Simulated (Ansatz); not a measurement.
Ni:
```yaml
crystal:
  lattice:
    - [0.00000, 2.51254, 2.51254]
    - [2.51254, 0.00000, 2.51254]
    - [2.51254, 2.51254, 0.00000]
  atoms:
    - { symbol: Ni, position: [0.00000, 0.00000, 0.00000], spin: 0.9 }
    - { symbol: Ni, position: [0.25000, 0.25000, 0.25000], spin: 0.9 }
```

Relaxed with r²SCAN.

Q: Map the electron localisation function on the plane through (0.000, 0.000, 0.000) spanned by u = [1, 0, 0] and v = [-1, 1, 1] in lattice vectors, from r²SCAN (plane waves, PAW; program Ansatz).

A: x is the fraction of u, y of v (the angle between them is 90°; rows are the nearest grid lines); atoms in the plane: Ni at (0.00, 0.00), Ni at (0.50, 0.25).
```
|9853112222222113589|
|8752101222221012578|
|5531001111111001355|
|3320000111110000233|
|2110000000000000112|
|1110000000000000111|
|2221100000000011222|
|1111000000000001111|
|1110000000000000111|
|0000000111110000000|
|0000011122211100000|
|0000011222221100000|
|0000111111111110000|
|0000000011100000000|
|0000000122210000000|
|1110001234321000111|
|1211002356532001121|
|2221113579753111222|
|1122223467643222211|
|2222222345432222222|
|3322222223222222233|
|5432222211122222345|
|8743222211122223478|
|9853112222222113589|
```
Scale: ten equal steps from 0.087 (start of '0') to 0.727 (end of '9'), in the order '0123456789'; x runs from 0.000 to 1.00, y from 0.000 (bottom) to 1.00 (top).

The density is the valence pseudo-density with augmentation charge, so density and ELF within about 1 Å of a nucleus are not all-electron values.

Space group Fd-3m (diamond). The start of the workflow was typed in or built on a structure type; neither database checked (COD, Materials Project) lists it. It is not the phase usual at ambient conditions (space group No. 225). The cell was relaxed with r²SCAN under the symmetry of its start; whether a distortion lowers the energy is not shown. The final state is ferromagnetic, chosen from 4 collinear starts compared on coarse meshes (ties went to the first, and starts can fall back to one state), not a proven ground state. Other orbital occupations within this spin state were not tried.

Potentials: the later of the program's two PAW sets.
